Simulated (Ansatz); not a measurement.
CdBr₂:
```
CELL_PARAMETERS angstrom
      1.99823     1.15368     6.36059
     -1.99823     1.15368     6.36059
      0.00000    -2.30736     6.36059
ATOMIC_POSITIONS crystal
  Cd 0.00000 0.00000 0.00000
  Br 0.74854 0.74854 0.74854
  Br 0.25146 0.25146 0.25146
```

Relaxed with r²SCAN+D4.

Map the electron localisation function on the plane through (0.000, 0.000, 0.000) spanned by u = [1, -1, 0] and v = [1, 1, -1] in lattice vectors, from the program Ansatz at the r²SCAN+D4 level (PAW).

x is the fraction of u, y of v (the angle between them is 90°; rows are the nearest grid lines); atoms in the plane: Cd at (0.00, 0.00), Br at (0.50, 0.25), Br at (0.50, 0.75).
```
|997542100000001245799|
|765431112333211134567|
|554321135666531123455|
|221113789999987311122|
|001368998646899863100|
|002579984101489975200|
|002689971000179986200|
|002589997535799985200|
|001468899999998864100|
|000256889999988652000|
|000012345565543210000|
|000000000000000000000|
|000000000000000000000|
|000012345565543210000|
|000256889999988652000|
|001468899999998864100|
|002589997535799985200|
|002689971000179986200|
|002579984101489975200|
|001368998646899863100|
|221113789999987311122|
|554321135666531123455|
|765431112333211134567|
|997542100000001245799|
```
Scale: ten equal steps from 0.001 (start of '0') to 0.920 (end of '9'), in the order '0123456789'; x runs from 0.000 to 1.00, y from 0.000 (bottom) to 1.00 (top).

The density is the valence pseudo-density with augmentation charge, so density and ELF within about 1 Å of a nucleus are not all-electron values.

Space group R-3m. The workflow started from a Materials Project entry (that database holds measured and hypothetical structures alike); the Crystallography Open Database files this formula in space group No. 166, but the cells were not matched. Whether it is the stable phase at ambient conditions was not checked. Symmetry was held in the r²SCAN+D4 relaxation; its stability against distortions is not shown here.

Potentials: the later of the program's two PAW sets.
